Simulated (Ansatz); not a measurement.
KTaO3 (cubic perovskite, space group No. 221) under volume change, PBEsol (plane waves, PAW; program Ansatz), scaled uniformly.

```csv
V (Å³/atom),E − E(relaxed) (meV/atom),P (GPa)
11.520,___,___
11.900,32.2,14.40
12.280,7.6,6.61
12.660,0.0,0.00
13.039,6.8,-5.62
13.419,___,___
13.799,55.5,-14.42
```

Question: Complete the blanks.

Answer: 
- 13.419, E − E(relaxed) (meV/atom): 25.9
- 13.419, P (GPa): -10.38
- 11.520, E − E(relaxed) (meV/atom): 77.0
- 11.520, P (GPa): 23.57

Question: What does a third-order Birch–Murnaghan fit give for V₀, B₀ and B′?

Answer: V₀ = 12.66 Å³/atom, B₀ = 203 GPa, B′ = 4.4.

Space group Pm-3m (cubic perovskite). The PBEsol relaxation kept the symmetry of its start. No spin polarisation was allowed. Scalar-relativistic: spin–orbit coupling is off unless named, which matters more the heavier the elements.

Potentials: the later of the program's two PAW sets.
